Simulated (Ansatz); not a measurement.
A frame of SrLi₃Y₃Al₉ from dynamics at 1470 K, with the forces (eV/Å) computed on a k mesh in the last three columns. Computed with Ansatz 0.2.0, DFT PBE, scalar-relativistic, plane waves, PAW.

Settings: cutoff 420 eV, Γ-centred mesh 3×3×3 on the computed 16-atom cell, Fermi–Dirac smearing of 0.13 eV; no spin polarisation.

```xyz
16
Lattice="7.218 0.011 0.049 0.011 7.162 0.004 0.049 0.004 7.506" Properties=species:S:1:pos:R:3:forces:R:3 pbc="T T T"
Al    3.795    5.345    0.971   -1.490    0.220   -0.740
Al    7.051    3.993    5.381    0.580    0.030    0.370
Al    0.226    2.846    0.720    0.230   -0.100   -0.910
Al    2.814    0.354    4.156    0.430   -0.010    0.380
Al    4.158    0.523    6.829    0.050   -0.270   -0.150
Al    4.526    3.762    4.399    0.910   -1.600   -1.920
Al    3.083    4.762    5.894   -1.560    2.090    1.030
Al    5.525    6.160    4.959    0.070    0.540    0.270
Al    5.187    3.666    7.151    0.190   -0.850   -0.670
Y     2.969    2.411    1.551    0.680   -0.450    0.530
Y     1.206    5.200    2.927    0.500   -0.190    1.560
Y     6.830    1.727    3.585    0.100   -1.090    0.160
Li    4.975    6.614    2.482    0.270    0.670    0.310
Li    2.104    2.389    5.933   -0.060   -0.180   -0.210
Li    5.796    4.019    2.031   -0.690    0.610    0.640
Sr    0.637    6.444    7.393   -0.210    0.590   -0.640
```

Static pressure -0.6 GPa (no kinetic part), no gap on the mesh.

Counting as bonded all pairs within 1.3 times the summed covalent radii:

```tsv
atom → neighbour	mean count	mean length (Å)	spread (Å)
Al → Al	3.56	2.77	0.21
Al → Li	1.44	2.71	0.24
Al → Sr	1.11	3.66	0.24
Al → Y	2.11	3.31	0.29
Li → Al	4.33	2.71	0.24
Li → Li	0.67	2.76	0.00
Li → Sr	1.00	3.78	0.03
Li → Y	3.00	3.41	0.35
Sr → Al	10.00	3.66	0.24
Sr → Li	3.00	3.78	0.03
Sr → Y	6.00	4.40	0.52
Y → Al	6.33	3.31	0.29
Y → Li	3.00	3.41	0.35
Y → Sr	2.00	4.40	0.52
Y → Y	4.00	4.13	0.43
```

Angles between all pairs of such bonds at an atom (mean ± spread): 99 ± 33° at Al, 99 ± 32° at Li, 94 ± 36° at Sr, 95 ± 35° at Y.

Cost: 1 run of about 0.88 core-minutes, on Arm Neoverse V1 (shared hosts).